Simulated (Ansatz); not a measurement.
A distorted cell of KBr (rock salt):

```xyz
4
Lattice="0.0000 6.7052 6.7052 3.3526 0.0000 3.3526 3.3526 3.3526 0.0000" Properties=species:S:1:pos:R:3 pbc="T T T"
Br     0.0000     0.0000     0.0000
Br     3.3526     3.3526     6.7052
K      3.4392     3.2660     3.2660
K      3.2660     6.7918     6.7918
```

Level of theory: PBE (plane waves to 420 eV, PAW, scalar-relativistic; Ansatz, a program for electronic structure). k mesh 9×9×9 (Γ-centred), Fermi-Dirac smearing 0.05 eV. Compression counts positive. KBr was relaxed with its symmetry unable to fall.

Q: Predict the force on every atom, in eV/Å.

A: 
| atom | Fx | Fy | Fz |
|---|---|---|---|
| Br1 | 0.000 | 0.000 | 0.000 |
| Br2 | 0.000 | 0.000 | 0.000 |
| K3 | -0.225 | 0.225 | 0.225 |
| K4 | 0.225 | -0.225 | -0.225 |

(For displaced atoms, the force is minus the slope of the energy, and its curvature is a force constant, which sets phonon frequencies.)
